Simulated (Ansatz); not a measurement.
Mo (Im-3m): electronic heat capacity and spin susceptibility from the density of states

These are results of Ansatz, DFT r2SCAN, scalar-relativistic, plane waves, PAW, not measurements.

Settings: cutoff 500 eV, Γ-centred mesh 18×18×18 on the computed 1-atom cell, Gaussian smearing of 0.10 eV; no spin polarisation.

Relaxed cell: Im-3m, a = 3.150 Å, b = 3.150 Å, c = 3.150 Å, α = 90.00°, β = 90.00°, γ = 90.00°, 1 atom in the primitive cell.

The density of states at the Fermi level is 0.543 states/eV in the cell of 1 atom (1 formula unit; both spins, tetrahedra on a 27×27×27 mesh).

Task: What Sommerfeld coefficient and Pauli susceptibility does this give?

Result: Per formula unit N(E_F) = 0.543 states/eV. γ = (π²/3) k_B² N(E_F) N_A = 2.357 mJ/(mol K²) per state/eV, so γ = 1.3 mJ/(mol K²), a mole of formula units. χ_P = μ_B² N(E_F) N_A = 3.23×10⁻⁵ emu/mol per state/eV gives 1.8×10⁻⁵ emu/mol. This is the bare band result: a measured γ of the same phase is as a rule larger by a factor 1 + λ from phonons and spin fluctuations, the spin part of χ is larger by the Stoner factor, and a measured χ also holds orbital and core terms. N(E_F) at one energy is sensitive to the mesh where the density of states has sharp peaks.

Cost: 1 run of about 0.5 core-minutes, on Intel Xeon Platinum 8259CL (Skylake/Cascade Lake) (shared hosts).